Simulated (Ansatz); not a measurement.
SrSbPt in space group P-6m2 (No. 187; Sr on 1a, Sb on 1f, Pt on 1d), the program Ansatz at the PBE level (PAW), all energies at zero smearing, with the estimated change up to a 700 eV cutoff added, with one set of potentials and settings (totals compare only within such a set). Cell of 3 atoms (1 Sr, 1 Sb, 1 Pt): -22554.548 eV.

```csv
element,reference phase,E (eV/atom)
Sr,"C2/m, 3 atoms in the cell",-3544.2201
Sb,"R-3m, 2 atoms in the cell",-6484.4916
Pt,"Fm-3m, 1 atoms in the cell",-12523.0127
```

Formation energy per atom, worked out: (-22554.548 − 1×(-3544.2201) − 1×(-6484.4916) − 1×(-12523.0127))/3 = -0.941 eV/atom (-91 kJ per mol of atoms), at 0 K, without zero-point energy or fitted corrections.

The first step of the workflow began from a Materials Project structure, measured or hypothetical; the Crystallography Open Database copy checked does not list it. With Sb and Pt taken as one species the cell has the higher symmetry P6/mmm, so it may be an ordered model of a mixed-site phase. Whether it is the stable phase at ambient conditions was not checked. The PBE relaxation kept the symmetry of its start; of distortions, only those at the zone centre were tested. No spin polarisation was allowed. The references are the lowest solids computed at this level, not always the standard phases. Spin–orbit coupling is left out wherever it is not named.

Potentials: the later of the program's two PAW sets.
